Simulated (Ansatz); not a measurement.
## ScPd: moving Pd off its site

ScPd, Pm-3m, a = 3.283 Å (as given, not relaxed at this level: 1.2 GPa). The structure is a COD entry; whether it is the stable form wasn't checked. Ansatz: r2SCAN, PAW, 500 eV, Γ-centred 14×14×14 mesh on 2 atoms, Gaussian smearing 0.15 eV; no spin polarisation.

```xyz
2
Lattice="3.2830 0.0000 0.0000 0.0000 3.2830 0.0000 0.0000 0.0000 3.2830" Properties=species:S:1:pos:R:3 pbc="T T T"
Sc    1.6415    1.6415    1.6415
Pd    0.0000    0.0000    0.0000
```

Atom 2 (Pd) moves by x along the unit vector (0.000, 1.000, 0.000), with its periodic images; all else is held. y is the free energy of the cell over the start, F the force along the path summed over the moved atoms. Symmetry makes y even in x.

```
 x (Å) y (meV) F (eV/Å)
-0.200        ?         ?
-0.100     16.1      0.32
 0.000      0.0      0.00
 0.025      1.0     -0.08
 0.050      4.0     -0.16
 0.075      9.0     -0.24
 0.125     25.2     -0.41
 0.150     36.4     -0.49
 0.175     49.8     -0.58
```

**Question.** Fit y = c2 x² + c4 x⁴ to the energies of the other rows, give the force constant, and predict energy and force of the missing row.

**Answer.** Least squares on the rows shown. y = 1599 x² + 894.1 x⁴. The force constant is 2 c2 = 3.20 eV/Å² (for all images moving together, not for a lone atom). With two atoms in a cubic cell this is the optical mode at Γ (in a metal it hangs on mesh and smearing): ω = 521.5 √(2 c2/μ) = 166 cm⁻¹ for μ = 31.60 u. The force −dy/dx at the missing row is 0.67 eV/Å (computed 0.67). At x = -0.200 the fit asked for gives 65.4 meV. The run gave 65.4 meV, the same to the digits shown.